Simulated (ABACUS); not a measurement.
Input and output of a self-consistent single point for C (C2/m, 2 atoms in the cell; from Materials Project mp-169, changed as shown) (ABACUS).

Computed with LDA (PW92), numerical atomic orbitals SZP (confined pseudo-atomic orbitals with Gaussian additions; energy shift 0.003 Ry), PseudoDojo 0.4 standard norm-conserving LDA (tails mended) pseudopotentials (ABACUS).

The change in words: lattice scaled by 1.02. Reference geometry (C2/m):
```
CELL_PARAMETERS angstrom
      2.09818    -1.21145     0.00000
      2.09818     1.21145     0.00000
     -1.36018     0.00000     3.45485
ATOMIC_POSITIONS crystal
  C  0.83336 0.83336 0.00009
  C  0.16664 0.16664 0.99991
```

Reference input (self-consistent single point, DFT, LDA (PW92), numerical atomic orbitals SZP (confined pseudo-atomic orbitals with Gaussian additions; energy shift 0.003 Ry), PseudoDojo 0.4 standard norm-conserving LDA (tails mended) pseudopotentials): basis = SZP numerical atomic orbitals, energy shift 0.003 Ry; KPT = Gamma 14 14 8 0 0 0; basis_type = lcao; dft_functional = PWLDA; ecutwfc = 100 Ry; smearing_method = fd; smearing_sigma = 0.00734986 Ry; potentials = PseudoDojo 0.4 standard norm-conserving LDA (tails mended); symmetry = 1; symmetry_prec = 1e-05; ks_solver = genelpa; scf_nmax = 100. This run's input differs from it in these lines:

```diff
@@ -32,5 +32,5 @@
 LATTICE_VECTORS
-   3.9649780013   -2.2893143829    0.0000000000
-   3.9649780013    2.2893143829    0.0000000000
-  -2.5703601213    0.0000000000    6.5287127428
+   4.0442784684   -2.3351005571    0.0000000000
+   4.0442784684    2.3351005571    0.0000000000
+  -2.6217682308    0.0000000000    6.6592871488
```

Output (repeated stretches shortened):

```
 SELF-CONSISTENT
 -------------------------------------------

                  longest orb rcut (Bohr) = 6.4
   longest nonlocal projector rcut (Bohr) = 1.3
                     search radius (Bohr) = 15.4

                          real space grid = [ 30, 30, 45 ]
                                 init_chg = atomic

 LCAO ALGORITHM --------------- ION=   1  ELEC=   1--------------------------------

 Density error is 0.0991659002679
 E_KohnSham     -23.9578475444       -325.9632384187
 E_Fermi        0.3528742102         4.8010999363

 LCAO ALGORITHM --------------- ION=   1  ELEC=   2--------------------------------

   [... lines left out ...]
 E_Fermi        0.3858928406         5.2503414498

   [... 3 blocks of this kind left out ...]

 LCAO ALGORITHM --------------- ION=   1  ELEC=   6--------------------------------

 Density error is 7.94974315233e-07
 E_KohnSham     -23.9592964627       -325.9829519642
 E_Fermi        0.3930959296         5.3483445032

 LCAO ALGORITHM --------------- ION=   1  ELEC=   7--------------------------------

 Density error is 2.89134421787e-08
 E_KohnSham     -23.9592964627       -325.9829519640
 E_KS(sigma->0) -23.9592848281       -325.9827936672
 E_entropy(-TS) -0.0000232692        -0.0003165936
 E_Fermi        0.3930963585         5.3483503387
 charge density convergence is achieved
 final etot is -325.98295196 eV
 EFERMI = 5.3483503387 eV

 STATE ENERGY(eV) AND OCCUPATIONS    NSPIN == 1
   [... 11 lines left out ...]

 TOTAL-FORCE (eV/Angstrom)
                        C1         0.0019151357         0.0000000000        -0.0203740008
                        C2        -0.0019151357         0.0000000000         0.0203740008

 TOTAL-STRESS (KBAR)
       145.7858125459         0.0000000000        -0.2329397838
         0.0000000000       145.4463069328        -0.0000000000
        -0.2329397838         0.0000000000      -101.0406358491
 TOTAL-PRESSURE: 63.397161 KBAR

 --------------------------------------------
 !FINAL_ETOT_IS -325.9829519640305762 eV
 --------------------------------------------
```

The run converged in 7 iterations. Against the reference run the free energy goes down by 49.7 meV/atom and the pressure goes from 24.06 to 6.34 GPa.

The atom-centred basis is finite, which shifts total energies and pressures against plane waves. A single-zeta basis is rough, for pressures and forces above all. The structure comes from a collection of computed structures, made at another level of theory; the collection holds predicted forms beside known ones. Its lattice was then scaled.

The atomic orbitals were generated for these runs; they are not ABACUS's published sets and were checked against plane waves on a few crystals only.

“Tails mended”: in these copies of the files the far tail of each local potential was reset to the Coulomb form.
